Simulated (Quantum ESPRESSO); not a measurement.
## Kohn-Sham bands of ZrN (rock salt)

```xyz
2
Lattice="0.0000 2.2943 2.2943 2.2943 0.0000 2.2943 2.2943 2.2943 0.0000" Properties=species:S:1:pos:R:3 pbc="T T T"
Zr     2.2943     2.2943     2.2943
N      0.0000     0.0000     0.0000
```

Cell from Materials Project (mp-1352), symmetrised, no further relaxation. COD (Crystallography Open Database) has an entry of this formula and space group (matched by these alone). Level: PBEsol, no spin polarisation, no spin-orbit coupling; pw.x of Quantum ESPRESSO at 68 Ry with PseudoDojo potentials, 12×12×12 k-points, Wannier90. Density: 12×12×12 mesh, cold smearing 0.01 Ry.

### Question
List the Kohn-Sham levels between −8 and 3.0 eV relative to the Fermi level at the high-symmetry points, as a band run of pw.x on that density gives them (levels within 2 meV counted together).

### Answer
| point | k (reciprocal lattice) | levels (eV) |
|---|---|---|
| Γ | 0.000 0.000 0.000 | -2.59 (×3), -0.37 (×3), 1.62 (×2), 2.87 |
| X | 0.500 0.000 0.500 | -4.53, -3.46, -3.11 (×2) |
| U | 0.625 0.250 0.625 | -5.47, -4.70, -4.41, -0.67 |
| K | 0.375 0.375 0.750 | -5.47, -4.70, -4.41, -0.67 |
| L | 0.500 0.500 0.500 | -7.64, -5.65 (×2) |
| W | 0.500 0.250 0.750 | -5.39, -4.71 (×2), 1.06 (×2) |
